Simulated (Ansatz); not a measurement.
## How far is PAW off for LuSi2Rh2?

```xyz
5
Lattice="-2.0027 2.0027 4.9253 2.0027 -2.0027 4.9253 2.0027 2.0027 -4.9253" Properties=species:S:1:pos:R:3 pbc="T T T"
Lu    0.0000    0.0000    0.0000
Si    0.0000    0.0000    6.1112
Si    0.0000    0.0000    3.7395
Rh    0.0000    2.0027    2.4627
Rh    2.0027    0.0000    2.4627
```

Atoms are numbered in the order listed.

The cell is the one relaxed in the Materials Project (mp-3108), not relaxed further here; entries there can be hypothetical.

Spin polarisation is left out, and whether a magnetic state lies lower isn't shown here.

Spin–orbit coupling is left out, though it moves levels of the heavy atoms by tenths of an eV or more.

All numbers are computed: DFT, PBEsol, PAW with Ansatz's default frozen-core files, scalar-relativistic (Ansatz 0.2.0); DFT, PBEsol, all-electron PAW with datasets made for the crystal, scalar-relativistic (Ansatz 0.2.0); DFT, PBEsol, all-electron LAPW, scalar-relativistic (Ansatz 0.2.0).

For PAW: a Γ-centred 11×11×11 k mesh, Fermi–Dirac smearing of 0.08 eV, cutoff 420 eV, no spin polarisation; the PAW files were made with PBE, and the program remakes their frozen cores for this functional. The crystal-made all-electron datasets (AE datasets) take a cutoff of 340 eV at this cell. LAPW targets a basis error of 0.5 meV/atom. The Ansatz runs share mesh, smearing and spin set-up. Plane-wave (PAW) pressures include the program's estimate of the Pulay term.

Stress and pressure are positive in compression.

Spin–orbit coupling is left out, which moves gradients at and beside heavy atoms by some per cent and at worst by a factor of two.

In a metal, gradients converge slowly with the k mesh: the values move by tens of per cent from one mesh to another, at times in sign, so only the comparison on one mesh counts.

Levels count from the Fermi level.

| quantity | PAW | AE datasets | LAPW |
| --- | --- | --- | --- |
| pressure (GPa) | -2.25 | -2.23 | -2.23 |
| stress xx (GPa) | -2.44 | -2.42 | -2.42 |
| stress zz (GPa) | -1.87 | -1.85 | -1.85 |
| force on Si2, z (eV/Å) | ? | 0.069 | 0.069 |
| highest filled level at X (eV) | -1.301 | -1.303 | -1.303 |
| lowest empty level at X (eV) | 0.519 | 0.519 | 0.519 |
| highest filled level at S0 (eV) | -0.003 | -0.003 | -0.003 |
| lowest empty level at S0 (eV) | 0.108 | 0.108 | 0.108 |
| highest filled level at M (eV) | -0.149 | -0.150 | -0.150 |
| lowest empty level at M (eV) | 0.054 | 0.055 | 0.055 |
| field gradient Vzz at Lu1 (10²¹ V/m²) | ? | -9.14 | – |
| field gradient Vzz at Rh4 (10²¹ V/m²) | -0.55 | ? | – |

Task: Fill in "PAW" for the row "force on Si2, z (eV/Å)".

Result: 0.075.

Task: Fill in "PAW" for the row "field gradient Vzz at Lu1 (10²¹ V/m²)".

Result: -8.84.

Task: What belongs in the row "field gradient Vzz at Rh4 (10²¹ V/m²)", column "AE datasets"?

Result: -0.46.
